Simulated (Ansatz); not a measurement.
BaAs₂Ru₂ in space group I4/mmm (No. 139; Ba on 2a, As on 4e, Ru on 4d), PBE (plane waves, PAW; program Ansatz), all energies at zero smearing, with the estimated change up to a 700 eV cutoff added, with one set of potentials and settings (totals compare only within such a set). Cell of 5 atoms (1 Ba, 2 As, 2 Ru): -27422.642 eV.

```tsv
element	reference phase	E (eV/atom)
Ba	Im-3m, 1 atoms in the cell	-5949.5401
As	R-3m, 2 atoms in the cell	-4856.1377
Ru	P6_3/mmc, 2 atoms in the cell	-5878.6876
```

Formation energy per atom, worked out: (-27422.642 − 1×(-5949.5401) − 2×(-4856.1377) − 2×(-5878.6876))/5 = -0.690 eV/atom (-67 kJ per mol of atoms), at 0 K, without zero-point energy or fitted corrections.

The first step of the workflow began from a Materials Project structure, measured or hypothetical; the Crystallography Open Database copy checked does not list it. Its standing as an ambient phase is unchecked. Symmetry was held in the PBE relaxation; whether a distortion lowers the energy is not shown. The run is not spin-polarised. The references are the lowest solids computed at this level, not always the standard phases. Scalar-relativistic: spin–orbit coupling is off unless named, which matters more the heavier the elements.

Potentials: the later of the program's two PAW sets.
